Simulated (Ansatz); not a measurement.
InAg$_{3}$: sound and stiffness along [100], [110] and [111]

Computed with DFT PBEsol, scalar-relativistic, plane waves, PAW (Ansatz). Plane waves to 420 eV; Γ-centred k mesh 10×10×10; Fermi-Dirac smearing of 0.15 eV. No spin polarisation.

Equilibrium structure at this level:
```
In Ag
1.0
     4.14013    0.00000    0.00000
     0.00000    4.14013    0.00000
     0.00000    0.00000    4.14013
In Ag
1 3
Direct
  0.00000 0.00000 0.00000
  0.00000 0.50000 0.50000
  0.50000 0.00000 0.50000
  0.50000 0.50000 0.00000
```

In a metal, frequencies and elastic constants depend on the k mesh and the smearing, soft modes and shear constants most.

With ions relaxed, on the cubic axes: C11 = 119.5, C12 = 95.8, C44 = 44.6 GPa. The density is 10.259 g/cm³. Zone-centre modes weren't checked beside this run.

Question: Is the crystal stable against strain, and how anisotropic is it?

Answer: Born's conditions hold: C11 + 2C12 = 311.0, C11 − C12 = 23.8 and C44 = 44.6 GPa are all positive. B = (C11 + 2C12)/3 = 103.7 GPa. The two shear moduli are C44 and C′ = (C11 − C12)/2 = 11.9 GPa, so Zener's ratio is A = C44/C′ = 3.75: the tetragonal shear C′ is the soft one, as in many fcc and bcc metals and zincblende crystals. The Cauchy pressure C12 − C44 is 51.2 GPa; it would vanish for pair forces between atoms on inversion centres at zero pressure, and a positive value is usual with metallic or many-body binding, and where atoms off inversion centres relax under shear, which lowers C44.

Question: Give the sound speeds along the three symmetry directions.

Answer: The Christoffel equation gives ρv² for each branch:
```
direction branch                    ρv²    GPa v (m/s)
    [100]              L                    C11  119.5     3413
    [100]         T (×2) C44   44.6     2085
    [110]              L   (C11 + C12 + 2C44)/2  152.2     3852
    [110]   T, u ∥ [001]                    C44   44.6     2085
    [110]  T, u ∥ [1-10]          (C11 − C12)/2   11.9     1076
    [111]              L  (C11 + 2C12 + 4C44)/3  163.1     3987
    [111]         T (×2) (C11 − C12 + C44)/3   22.8     1490
```

Question: How does Young's modulus depend on direction?

Answer: Inverting gives S11 = 29.142, S12 = -12.963, S44 = 22.432 TPa⁻¹. Along a unit vector (l, m, n), 1/E = S11 − 2(S11 − S12 − S44/2)(l²m² + m²n² + n²l²), where the last bracket is 0, 1/4 and 1/3 for [100], [110] and [111]: E = 34, 73 and 117 GPa. With A > 1 the body diagonal is stiffest. For a film on (001), the biaxial modulus is C11 + C12 − 2C12²/C11 = 62 GPa and the normal strain is −2C12/C11 = -1.60 times the in-plane one.

Cost: 1 run of about 3.7 core-minutes, on Arm Neoverse N1 (shared hosts).